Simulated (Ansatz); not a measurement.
AgCl (rock salt)

```
AgCl
1.0
    0.00000     2.80575     2.80575
    2.80575     0.00000     2.80575
    2.80575     2.80575     0.00000
Cl Ag
1 1
Direct
  0.00000   0.00000   0.00000
  0.50000   0.50000   0.50000
```

Method: PBE (plane waves to 420 eV, PAW, scalar-relativistic; Ansatz, an electronic-structure program). DFPT wavenumbers on a 10×10×10 k mesh, in cm⁻¹; i marks imaginary ones, q is in fractions of the reciprocal vectors of the cell shown, and the three acoustic modes at Γ are left out. The non-analytic (LO-TO) term is not included, so polar modes at Γ have their transverse values. AgCl was relaxed with its symmetry unable to fall.

Question: Is the structure dynamically stable at Γ, L = (0.5, 0.0, 0.0), X = (0.5, 0.5, 0.0)?

Answer: No imaginary mode at these points (lowest 17 cm⁻¹ at L = (0.5, 0.0, 0.0)); other wave vectors were not tested.

Question: List the wavenumbers at Γ, L = (0.5, 0.0, 0.0), X = (0.5, 0.5, 0.0), with degeneracies.

Answer: 
| q | wavenumbers (cm⁻¹) |
|---|---|
| Γ | 92 (×3) |
| L = (0.5, 0.0, 0.0) | 17 (×2), 54 (×2), 93, 178 |
| X = (0.5, 0.5, 0.0) | 34 (×2), 51, 129 (×2), 166 |
